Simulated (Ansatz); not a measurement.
MoPd (CsCl type) was relaxed and computed twice in Ansatz (plane waves, PAW), once with PBEsol and once with r²SCAN.

```json
[
 {"": "cell", "run 1": "a = 3.120 Å, b = 3.120 Å, c = 3.120 Å, α = 90.00°, β = 90.00°, γ = 90.00°", "run 2": "a = 3.139 Å, b = 3.139 Å, c = 3.139 Å, α = 90.00°, β = 90.00°, γ = 90.00°"},
 {"": "ΔH_f (eV/atom)", "run 1": "0.46", "run 2": "0.54"},
 {"": "B₀ by P(V) fit (GPa)", "run 1": "238", "run 2": "229"}
]
```

**Question.** Which run used which functional?

**Answer.** Run 1 is PBEsol, run 2 is r²SCAN.

Typed or built starts, not in the databases checked: MoPd, CsCl type. Unstable at this level: MoPd, CsCl type with PBEsol; MoPd, CsCl type with r²SCAN. All cells were relaxed under the symmetry of their starts (and spin orders); stability against distortions was not tested throughout. Rows with no word on spin ran without spin polarisation. Scalar-relativistic: spin–orbit coupling is off unless named, which matters more the heavier the elements.

Potentials: the later of the program's two PAW sets.

Ansatz (an electronic-structure program) is a plane-wave DFT program.

Formation energies count from the lowest solids of the elements computed at the same level, not from gases.
